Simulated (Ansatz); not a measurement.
Al2Cu:
```yaml
crystal:
  lattice:
    - [-2.99862, 2.99862, 2.40257]
    - [2.99862, -2.99862, 2.40257]
    - [2.99862, 2.99862, -2.40257]
  atoms:
    - { symbol: Cu, position: [0.25000, 0.25000, 0.00000] }
    - { symbol: Cu, position: [0.75000, 0.75000, 0.00000] }
    - { symbol: Al, position: [0.84069, 0.65931, 0.50000] }
    - { symbol: Al, position: [0.15931, 0.34069, 0.50000] }
    - { symbol: Al, position: [0.65931, 0.15931, 0.81863] }
    - { symbol: Al, position: [0.34069, 0.84069, 0.18137] }
```

Relaxed with r²SCAN.

### Question
Map the valence electron density (e/Å³), cut off at 0.5 on the plane through (0.250, 0.250, 0.000) spanned by u = [0, 0, 1] and v = [1, -1, 0] in lattice vectors, from r²SCAN in the plane-wave PAW code Ansatz.

### Answer
x is the fraction of u, y of v (the angle between them is 90°; rows are the nearest grid lines); atoms in the plane: Cu at (0.00, 0.00), Cu at (0.00, 0.50), Al at (0.50, 0.59), Al at (0.50, 0.91).
```
y \ x   0.000  0.0833  0.167  0.292  0.375  0.458  0.542  0.625  0.708  0.833  0.917   1.00
------  -----  ------  -----  -----  -----  -----  -----  -----  -----  -----  -----  -----
1.00    0.500   0.500  0.500  0.244  0.205  0.153  0.153  0.205  0.244  0.500  0.500  0.500
0.925   0.500   0.500  0.376  0.246  0.147  0.055  0.055  0.147  0.246  0.376  0.500  0.500
0.850   0.261   0.231  0.186  0.185  0.172  0.115  0.115  0.172  0.185  0.186  0.231  0.261
0.775   0.210   0.188  0.148  0.147  0.194  0.247  0.247  0.194  0.147  0.148  0.188  0.210
0.700   0.216   0.193  0.155  0.155  0.200  0.237  0.237  0.200  0.155  0.155  0.193  0.216
0.625   0.356   0.299  0.219  0.204  0.145  0.067  0.067  0.145  0.204  0.219  0.299  0.356
0.550   0.500   0.500  0.500  0.261  0.175  0.071  0.071  0.175  0.261  0.500  0.500  0.500
0.450   0.500   0.500  0.500  0.198  0.163  0.145  0.145  0.163  0.198  0.500  0.500  0.500
0.375   0.356   0.319  0.251  0.181  0.151  0.133  0.133  0.151  0.181  0.251  0.319  0.356
0.300   0.216   0.220  0.205  0.175  0.207  0.217  0.217  0.207  0.175  0.205  0.220  0.216
0.225   0.210   0.214  0.185  0.158  0.217  0.243  0.243  0.217  0.158  0.185  0.214  0.210
0.150   0.261   0.254  0.235  0.189  0.168  0.154  0.154  0.168  0.189  0.235  0.254  0.261
0.0750  0.500   0.500  0.370  0.182  0.148  0.130  0.130  0.148  0.182  0.370  0.500  0.500
0.000   0.500   0.500  0.500  0.244  0.205  0.153  0.153  0.205  0.244  0.500  0.500  0.500
```

The density is the valence pseudo-density with augmentation charge, so density and ELF within about 1 Å of a nucleus are not all-electron values.

Space group I4/mcm. Symmetry was held in the r²SCAN relaxation. The run is not spin-polarised.

Potentials: the earlier of the program's two PAW sets.
